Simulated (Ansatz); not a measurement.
TiAs in space group P6_3/mmc (No. 194; Ti on 4f, As on 2a, As on 2d) under volume change, r²SCAN (plane waves, PAW; program Ansatz), shape and atoms relaxed at each volume.

```
V (Å³/atom)  E − E(relaxed) (meV/atom)  P (GPa)
-----------  -------------------------  -------
15.719                            64.7    14.46
16.238                            27.2     8.88
16.756                             6.4     4.10
17.274                             0.0    -0.01
17.792                             5.9    -3.52
18.311                             [?]      [?]
18.829                             [?]      [?]
```

### Question
Some entries are withheld; supply them.

### Answer

- 18.829, E − E(relaxed) (meV/atom): 47.6
- 18.829, P (GPa): -9.11
- 18.311, E − E(relaxed) (meV/atom): 22.2
- 18.311, P (GPa): -6.53

### Question
What does a third-order Birch–Murnaghan fit give for V₀, B₀ and B′?

### Answer
V₀ = 17.27 Å³/atom, B₀ = 126 GPa, B′ = 4.1.

The first step of the workflow began from a Materials Project structure, measured or hypothetical; the Crystallography Open Database files this formula in space group No. 194, but the cells were not matched. Whether it is the stable phase at ambient conditions was not checked. Symmetry was held in the r²SCAN relaxation; whether a distortion lowers the energy is not shown. The run is not spin-polarised.

Potentials: the later of the program's two PAW sets.
